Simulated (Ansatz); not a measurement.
Data:

ZnSnN2:
```xyz
4
Lattice="1.5877 0.9167 5.1552 -1.5877 0.9167 5.1552 0.0000 -1.8333 5.1552" Properties=species:S:1:pos:R:3 pbc="T T T"
Sn     0.0000     0.0000     0.0000
Zn     0.0000     0.0000     7.7328
N      0.0000     0.0000     3.9104
N      0.0000     0.0000    11.5552
```

This is the PBE+D3(BJ)-relaxed structure. x, y and z are the axes in which the lattice vectors are written.

Task: All from DFT-PBE+D3(BJ) in the program Ansatz with PAW potentials, unless another level is named. Estimate the band gap.

Result: 0.66 eV (indirect).

Task: What about the hole effective mass?

Result: 0.28, 0.86, 17 mₑ (principal values).

Task: Predict the valence-band maximum.

Result: off the standard path, at k = (-0.021, 0.188, -0.208).

Space group R-3m. The cell is a constructed one: a structure type filled with these elements; neither database checked (COD, Materials Project) lists it. Its standing as an ambient phase is unchecked. Symmetry was held in the PBE+D3(BJ) relaxation; whether a distortion lowers the energy is not shown. Spin–orbit coupling is left out wherever it is not named.

Potentials: the earlier of the program's two PAW sets.
